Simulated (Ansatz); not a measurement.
The cell below belongs to a search over invented structures; it isn't taken from experiment.

Input and command of a plane-wave DFT calculation in Ansatz:

```yaml
crystal:
  lattice:
    - [4.05406024, 0.0, 0.0]
    - [-2.02703012, 3.51091916, 0.0]
    - [0.0, 0.0, 6.18795114]
  atoms:
    - { symbol: Ca, position: [0.0, 0.0, 0.00424052] }
    - { symbol: Si, position: [0.33333333, 0.66666667, 0.46450815] }
    - { symbol: Si, position: [0.66666667, 0.33333333, 0.46450815] }
    - { symbol: "N", position: [0.5, 0.0, 0.02607481], spin: 1.0 }
    - { symbol: "N", position: [0.0, 0.5, 0.02607481], spin: 1.0 }
    - { symbol: "N", position: [0.5, 0.5, 0.02607481], spin: 1.0 }
basis:
  ecutwfc: 420
kpoints:
  mp_grid: { grid: [6, 6, 4] }
hamiltonian:
  xc: pbe
scf:
  occupations: { method: gaussian, width: 0.1 }
  lower_state_search: "off"
output:
  forces: true
  stress: true
  eigenvalues: true
  populations: true
magnetization:
  spin_polarized: true
relax:
  adjacent_minimum: "off"
  f_tol: 0.04
  max_steps: 70
  cell: { stress_tol: 0.4 }
```

```bash
ansatz run input.yaml --threads 1 --pin off --max-ram 2560MiB --backend cpu --events-out ev --progress --plain --runs-dir out
```

Processor: Arm Neoverse V1, 1 thread, on a host shared with other jobs.

How long does it run, and how much memory does it take?

About 8 min, peak memory 0.37 GiB. It solves 24 bands at 21 k points (after reduction by symmetry) with about 2257 plane waves (on the last cell), in 376 SCF iterations over 28 ionic steps.
